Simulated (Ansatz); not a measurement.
MgF₂:
```yaml
crystal:
  lattice:
    - [4.62226, 0.00000, 0.00000]
    - [0.00000, 4.62226, 0.00000]
    - [0.00000, 0.00000, 3.04641]
  atoms:
    - { symbol: Mg, position: [0.00000, 0.00000, 0.00000] }
    - { symbol: Mg, position: [0.50000, 0.50000, 0.50000] }
    - { symbol: F, position: [0.30298, 0.30298, 0.00000] }
    - { symbol: F, position: [0.19702, 0.80298, 0.50000] }
    - { symbol: F, position: [0.69702, 0.69702, 0.00000] }
    - { symbol: F, position: [0.80298, 0.19702, 0.50000] }
```

Relaxed with r²SCAN.

### Question
Map the valence electron density (e/Å³), cut off at 5 on the plane through (0.000, 0.000, 0.000) spanned by u = [0, 0, 1] and v = [1, 1, 0] in lattice vectors, from plane-wave PAW r²SCAN (Ansatz code).

### Answer
x is the fraction of u, y of v (the angle between them is 90°; rows are the nearest grid lines); atoms in the plane: Mg at (0.00, 0.00), Mg at (0.50, 0.50), F at (0.00, 0.30), F at (0.00, 0.70).
```
|99940000000004999|
|99930000000003999|
|32100000000000123|
|00000000000000000|
|11000000000000011|
|43210000000001234|
|99931000000013999|
|99941000000014999|
|99941000000014999|
|43210000100001234|
|11000026962000011|
|00000499999400000|
|00000499999400000|
|11000026962000011|
|43210000100001234|
|99941000000014999|
|99941000000014999|
|99931000000013999|
|43210000000001234|
|11000000000000011|
|00000000000000000|
|32100000000000123|
|99930000000003999|
|99940000000004999|
```
Scale: ten equal steps from 0.035 (start of '0') to 5.00 (end of '9'), in the order '0123456789'; x runs from 0.000 to 1.00, y from 0.000 (bottom) to 1.00 (top).

The density is the valence pseudo-density with augmentation charge, so density and ELF within about 1 Å of a nucleus are not all-electron values.

Space group P4_2/mnm (rutile). The cell was relaxed with r²SCAN under the symmetry of its start.

Potentials: the later of the program's two PAW sets.
